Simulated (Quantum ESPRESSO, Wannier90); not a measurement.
Wannier functions of Ni$_{3}$Sn (Fm-3m)

```
begin unit_cell_cart
ang
    0.0000000000    2.9323300000    2.9323300000
    2.9323300000    0.0000000000    2.9323300000
    2.9323300000    2.9323300000    0.0000000000
end unit_cell_cart
begin atoms_frac
Ni   0.5000000000  0.5000000000  0.5000000000
Ni   0.2500000000  0.2500000000  0.2500000000
Ni  -0.2500000000 -0.2500000000 -0.2500000000
Sn   0.0000000000  0.0000000000  0.0000000000
end atoms_frac
```

Materials Project entry mp-11523; symmetrised, unrelaxed at this level. COD (Crystallography Open Database) has the formula in 3 space groups, this one among them (matched by group alone). Method: PBEsol plane waves in Quantum ESPRESSO 7.5 (PseudoDojo norm-conserving files, 79 Ry, spinors with spin-orbit coupling), Bloch states on a 4×4×4 mesh through Γ, Wannier90 4.0.1. Density: 12×12×12 mesh, cold smearing 0.01 Ry. A non-magnetic state is assumed; magnetic ones were not tried.

A tight-binding model is made by disentanglement and projection with no localisation steps (num_iter = 0), so the 62 orbitals stay atom-like: hydrogen-like Ni: s;p;d; Sn: s;p, axes along x, y, z; frozen window up to 1.50 eV relative to the Fermi level. It follows pw.x to 13 meV rms for states up to 1.0 eV relative to the Fermi level. Matrix elements depend on this choice of orbitals and windows.

Problem. What are the on-site energies relative to the Fermi level, and how fast do the hoppings decay?

Solution. 
```tsv
atom	orbitals	energy (eV)
Ni1	s↑ s↓	5.44
Ni1	pz↑ pz↓ px↑ px↓ py↑ py↓	10.78
Ni1	dz2↑ dz2↓ dx2-y2↑ dx2-y2↓	-1.41
Ni1	dxz↑ dxz↓ dyz↑ dyz↓ dxy↑ dxy↓	-1.49
Ni2	s↑ s↓	4.73
Ni2	pz↑ pz↓ px↑ px↓ py↑ py↓	10.31
Ni2	dz2↑ dz2↓ dx2-y2↑ dx2-y2↓	-1.69
Ni2	dxz↑ dxz↓ dyz↑ dyz↓ dxy↑ dxy↓	-1.90
Ni3	s↑ s↓	4.73
Ni3	pz↑ pz↓ px↑ px↓ py↑ py↓	10.31
Ni3	dz2↑ dz2↓ dx2-y2↑ dx2-y2↓	-1.69
Ni3	dxz↑ dxz↓ dyz↑ dyz↓ dxy↑ dxy↓	-1.90
Sn4	s↑ s↓	0.05
Sn4	pz↑ pz↓ px↑ px↓ py↑ py↓	7.75
```

```json
[
 {"distance of the centres (Å)": "2–3", "largest modulus (eV)": "2.2"},
 {"distance of the centres (Å)": "4–5", "largest modulus (eV)": "0.25"},
 {"distance of the centres (Å)": "5–6", "largest modulus (eV)": "0.24"}
]
```
